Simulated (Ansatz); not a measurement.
Method: HSE06, no spin polarisation; PAW, plane waves to 420 eV, 3×3×1 Γ-centred mesh, gaussian occupations (width 0.0736 eV) (Ansatz 0.2.0), atoms fixed.

Computed maps in the lattice plane spanned by a (left to right, 3.57 Å, 11 points from zero) and b (bottom to top, 3.57 Å, 11 points from zero), 90° apart, at height 0.000 along c. The fields are smooth PAW ones with compensation charges, not the true ones near nuclei.

Valence density. Digits on a logarithmic scale: 0 up to 0.03 e/Å³, each further digit a factor of 1.6, 9 from 1.3 e/Å³ up:
```
99865445689
98766556678
66666776666
55668998665
44579999754
44579999754
55668998665
66666776666
98766556678
99865445689
99965445699
```

Question: The cell is ZrGeO. Which atoms lie within 0.2 Å of this plane, and where (fractions of a and b)?

Answer: Ge at (0.00, 0.00), Ge at (0.50, 0.50). The whole cell:
```
Zr O Ge
1.0
     3.57062    0.00000    0.00000
     0.00000    3.57062    0.00000
     0.00000    0.00000    8.04404
Zr O Ge
2 2 2
Direct
  0.00000 0.50000 0.27000
  0.50000 0.00000 0.73000
  0.00000 0.50000 0.62500
  0.50000 0.00000 0.37500
  0.00000 0.00000 0.00000
  0.50000 0.50000 0.00000
```

Origin: a known structure type with other elements, at an estimated volume, so it need not be a known compound. Caveats: hybrid functional on a coarse k mesh; atoms or cell far from equilibrium.
